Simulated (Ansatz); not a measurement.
Hf3N4:
```yaml
crystal:
  lattice:
    - [0.00000, 4.50212, 4.50212]
    - [4.50212, 0.00000, 4.50212]
    - [4.50212, 4.50212, 0.00000]
  atoms:
    - { symbol: Hf, position: [0.12500, 0.12500, 0.62500] }
    - { symbol: Hf, position: [0.12500, 0.62500, 0.12500] }
    - { symbol: Hf, position: [0.12500, 0.12500, 0.12500] }
    - { symbol: Hf, position: [0.62500, 0.12500, 0.12500] }
    - { symbol: Hf, position: [0.75000, 0.75000, 0.75000] }
    - { symbol: Hf, position: [0.50000, 0.50000, 0.50000] }
    - { symbol: N, position: [0.36726, 0.36726, 0.89821] }
    - { symbol: N, position: [0.88274, 0.35179, 0.88274] }
    - { symbol: N, position: [0.36726, 0.36726, 0.36726] }
    - { symbol: N, position: [0.35179, 0.88274, 0.88274] }
    - { symbol: N, position: [0.36726, 0.89821, 0.36726] }
    - { symbol: N, position: [0.88274, 0.88274, 0.35179] }
    - { symbol: N, position: [0.89821, 0.36726, 0.36726] }
    - { symbol: N, position: [0.88274, 0.88274, 0.88274] }
```

Relaxed with PBEsol. The program Ansatz at the PBEsol level (PAW) gives a gap of 0.78 eV.

**Question.** What gap does HSE06 give on the same cell (Ansatz, PAW)?

**Answer.** 1.90 eV, 1.13 eV more. The hybrid was solved on a coarser mesh and at special points; the gap given is the minimum over both.

```json
[
 {"k": "Γ", "v1 PBEsol": "-0.16", "c1 PBEsol": "0.78", "v1 HSE06": "-0.17", "c1 HSE06": "1.90"},
 {"k": "X", "v1 PBEsol": "0.00", "c1 PBEsol": "2.57", "v1 HSE06": "(withheld)", "c1 HSE06": "(withheld)"},
 {"k": "L", "v1 PBEsol": "-0.19", "c1 PBEsol": "2.27", "v1 HSE06": "(withheld)", "c1 HSE06": "(withheld)"},
 {"k": "W", "v1 PBEsol": "-0.62", "c1 PBEsol": "2.66", "v1 HSE06": "(withheld)", "c1 HSE06": "(withheld)"},
 {"k": "K", "v1 PBEsol": "-0.18", "c1 PBEsol": "2.40", "v1 HSE06": "(withheld)", "c1 HSE06": "(withheld)"}
]
```

**Question.** Top valence (v1) and lowest conduction level (c1) in eV from each method's valence maximum (which need not be a listed point): supply the withheld HSE06 values.

**Answer.** 
- W, v1 HSE06: -0.65
- W, c1 HSE06: 3.88
- L, v1 HSE06: -0.21
- L, c1 HSE06: 3.47
- X, v1 HSE06: 0.00
- X, c1 HSE06: 3.83
- K, v1 HSE06: -0.18
- K, c1 HSE06: 3.61

Cost on shared cores: the PBEsol run (SCF on a 6×6×6 mesh, then bands and DOS) very roughly 100 core-seconds, the HSE06 run (SCF on 3×3×3, then a few points) around 4 core-minutes (rough); the tasks are unlike.

Space group Fd-3m. The first step of the workflow began from a Materials Project structure, measured or hypothetical; the Crystallography Open Database copy checked does not list it. COD files the formula under space group No. 220. Its standing as an ambient phase is unchecked. Symmetry was held in the PBEsol relaxation; its stability against distortions is not shown here. No spin polarisation was allowed. Scalar-relativistic: spin–orbit coupling is off unless named, which matters more the heavier the elements.

Potentials: the later of the program's two PAW sets.
